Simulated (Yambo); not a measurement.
CsBH₄ (space group F-43m, No. 216), G0W0@PBEsol in Yambo with this input:

```
rim_cut
gw0
dyson
el_el_corr
HF_and_locXC
ppa
em1d
RandQpts= 1000000
RandGvec= 1 Ry
EXXRLvcs= 76 Ry
VXCRLvcs= 304 Ry
Chimod= "HARTREE"
% BndsRnXp
 1 | 264 |
%
NGsBlkXp= 7 Ry
% LongDrXp
 1.0 | 1.0 | 1.0 |
%
PPAPntXp= 27.2114 eV
% GbndRnge
 1 | 264 |
%
GTermKind= "BG"
DysSolver= "n"
ExtendOut
```

On a 2×2×2 mesh, with wavefunctions cut at 76 Ry, the gap (X → X) is 8.346 eV and the valence edge shifts by -1.972 eV.

Question: What happens with this change: pole fitted at 55 eV?

Answer: The gap rises by 0.056 eV, to 8.402 eV; the shift of the valence edge becomes -2.056 eV. Neither run is shown to be the converged limit.

Geometry of the Materials Project entry, not relaxed at this level; primitive cell a = 5.1845 Å, b = 5.1845 Å, c = 5.1845 Å, α = 60.00°, β = 60.00°, γ = 60.00°.

The structure is a Materials Project entry; no match was found in the copy of COD used, and its stability was not checked.

A shift is the quasiparticle energy of the state minus its PBEsol energy.
